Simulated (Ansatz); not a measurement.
The relaxed structure here is a generated cell of WC: the first start was made by placing the elements on the sites of a structure type, and the end was not matched to a known phase here, so it may be hypothetical. Known forms of WC include space group No. 187.

One starting cell of WC (a generated cell, WC placed in the CoSn structure type) was relaxed twice with Ansatz (plane waves, PAW, scalar-relativistic): with r2SCAN at 500 eV and with PBE at 420 eV. The r2SCAN result:

WC is taken in the hexagonal space group P6/mmm (No. 191), Pearson symbol hP6. Lattice parameters: a = 5.248 Å, b = 5.248 Å, c = 3.102 Å, α = 90.00°, β = 90.00°, γ = 120.00°. W on 3f has 4 C at 2.168 Å and 2 C at 2.624 Å and 4 W at 2.624 Å and 2 W at 3.102 Å. C1 on 1a sees 6 W at 2.624 Å. C2 on 2d has 6 W at 2.168 Å (trigonal prismatic). (Neighbours: up to the widest gap in distance over summed covalent radii, below 1.35, at either atom; cation-cation and far metal-metal contacts left out.)

```tsv
quantity	r2SCAN	PBE
space group	P6/mmm	P6/mmm
volume (Å³/atom)	12.33	12.51
a (Å)	5.248	5.292
c (Å)	3.102	3.094
gap (eV, no spin-orbit coupling)	0.00	0.00
```

Both levels end in the same structure; PBE's volume is 1.4 % larger. Neither column is exact.

No spin polarisation in the result.

The run could not lower the symmetry of its start; a shaken copy of this end point relaxes with r2SCAN to P-6m2 (No. 187), 1.33 eV/atom lower.

Ansatz is a program for electronic structure.
